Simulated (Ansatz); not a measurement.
## ScBeNO, first-principles data

ScBeNO:
Space group P3m1 (No. 156); a = 3.267 Å, b = 3.267 Å, c = 4.825 Å, α = 90.00°, β = 90.00°, γ = 120.00°

```tsv
atom	site	symmetry	x	y	z
Sc	1b	3m.	0.3333	0.6667	0.5204
Be	1c	3m.	0.6667	0.3333	0.9849
O	1b	3m.	0.3333	0.6667	0.0926
N	1c	3m.	0.6667	0.3333	0.6520
```

Space group P3m1 (No. 156); conventional cell a = 3.267 Å, b = 3.267 Å, c = 4.825 Å, α = 90.00°, β = 90.00°, γ = 120.00°.

Method: r²SCAN+D4 in the plane-wave PAW code Ansatz. The cell and atoms are relaxed at this level. Other levels are named where they apply.

**Cell and energy**

```yaml
volume_per_atom: 11.15 Å³
density: 3.13 g/cm³
Formation energy from the elements (no fitted shifts): -2.07 eV/atom
```

**Electronic structure**

```yaml
band_gap: 3.67 eV (indirect)
valence_band_maximum: at L
conduction_band_minimum: at Γ
smallest_direct_gap_on_the_standard_path: 3.92 eV
electron_effective_mass: 0.38, 0.38, 0.61 mₑ (principal values)
hole_effective_mass: 1.6, 2.5, 4.9 mₑ (principal values)
HSE06 gap on the r²SCAN+D4 cell: 4.38 eV
```

**Charges**

```yaml
bader_charges: Sc +1.88, Be +1.75, O -1.65, N -1.97 e
```

The start of the workflow was typed in or built on a structure type; neither database checked (COD, Materials Project) lists it. Whether it is the stable phase at ambient conditions was not checked. The r²SCAN+D4 relaxation kept the symmetry of its start; its stability against distortions is not shown here. The run is not spin-polarised. The volume moved by -22 % from the start of the relaxation. The references are the lowest solids computed at this level, not always the standard phases (solids in place of the gases).

Potentials: the earlier of the program's two PAW sets. The files were generated under PBE; for other functionals the program regenerates the frozen cores, and for LDA and PBEsol the local potential too.
